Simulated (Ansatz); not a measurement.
BaTiO3:
```
BaTiO3
1.0
    2.84007     1.63971     2.33145
   -2.84007     1.63971     2.33145
    0.00000    -3.27943     2.33145
Ba Ti O
1 1 3
Direct
  0.00127   0.00127   0.00127
  0.51474   0.51474   0.51474
  0.48823   0.97862   0.48823
  0.48823   0.48823   0.97862
  0.97862   0.48823   0.48823
```

DFT-r²SCAN in the program Ansatz with PAW potentials gives a gap of 2.87 eV without spin–orbit coupling, maximum at T, minimum off the standard path, at k = (-0.057, 0.010, 0.010).

What happens when spin–orbit coupling is switched on?

The gap shrinks by 0.01 eV, to 2.86 eV; maximum at T, minimum at Γ.

Give the electron effective mass with spin–orbit coupling.

0.99, 1.8, 1.8 mₑ (principal values).

Space group R3m. This is a known low-temperature phase of the composition, computed here at zero pressure and temperature. The r²SCAN relaxation kept the symmetry of its start; whether a distortion lowers the energy is not shown. The run is not spin-polarised.

Potentials: the later of the program's two PAW sets.
